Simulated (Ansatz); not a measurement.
MgO:
```yaml
crystal:
  lattice:
    - [2.61927, 0.00000, 0.00000]
    - [0.00000, 2.61927, 0.00000]
    - [0.00000, 0.00000, 2.61927]
  atoms:
    - { symbol: Mg, position: [0.00000, 0.00000, 0.00000] }
    - { symbol: O, position: [0.50000, 0.50000, 0.50000] }
```

Relaxed with HSE06. Special points in fractions of this cell's reciprocal vectors: Γ (0.000, 0.000, 0.000); X (0.000, 0.500, 0.000); M (0.500, 0.500, 0.000); R (0.500, 0.500, 0.500).

List the band energies nearest the valence-band maximum at these points for HSE06 (plane waves, PAW; program Ansatz).

In eV from the valence-band maximum; about four levels below and three above (degenerate sets whole), none deeper than 8.9 eV; … stands for higher levels left out; points with the same levels are listed once.

```csv
k,below,above
Γ,-1.10 -1.10 -1.10,4.24 …
X,-7.03 -0.61 -0.61,8.91 …
M,-5.12 -5.12 0.00,6.65 …
R,-3.99 -3.99 -3.99,…
```

Space group Pm-3m (CsCl type). This is a known high-pressure phase of the composition, computed here at zero pressure and temperature. The cell was relaxed with HSE06 under the symmetry of its start; its stability against distortions is not shown here. The hybrid was solved on a coarse mesh, the path and, where they were found, the r²SCAN edge points; its band edges are the extreme levels among these.

Potentials: the later of the program's two PAW sets.
